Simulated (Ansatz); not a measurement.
GaN:
```
CELL_PARAMETERS angstrom
      0.00000     2.10865     2.10865
      2.10865     0.00000     2.10865
      2.10865     2.10865     0.00000
ATOMIC_POSITIONS crystal
  Ga 0.00000 0.00000 0.00000
  N  0.50000 0.50000 0.50000
```

Cartesian axes are those of the cell as given.

### Question
Give the high-frequency dielectric tensor and the Born effective charge tensors of the independent atoms from DFPT, DFT-r²SCAN in the program Ansatz with PAW potentials.

### Answer

ε∞:
```
7.28  0.00  0.00
0.00  7.28  0.00
0.00  0.00  7.28
```
Z* of atom 1 (Ga), rows: field, columns: displacement, in e:
```
3.55  0.00  0.00
0.00  3.55  0.00
0.00  0.00  3.55
```
Z* of atom 2 (N), rows: field, columns: displacement, in e:
```
-3.55   0.00   0.00
 0.00  -3.55   0.00
 0.00   0.00  -3.55
```

Static charges for comparison (Bader): Ga1 +1.77, N2 -1.77 e. Born charges measure polarisation by displacement and can exceed these by far.

Space group Fm-3m (rock salt). This is a known high-pressure phase of the composition, computed here at zero pressure and temperature. The cell was relaxed with r²SCAN under the symmetry of its start; phonons on a q-mesh show no instability. Spin–orbit coupling is left out wherever it is not named.

Potentials: the earlier of the program's two PAW sets.
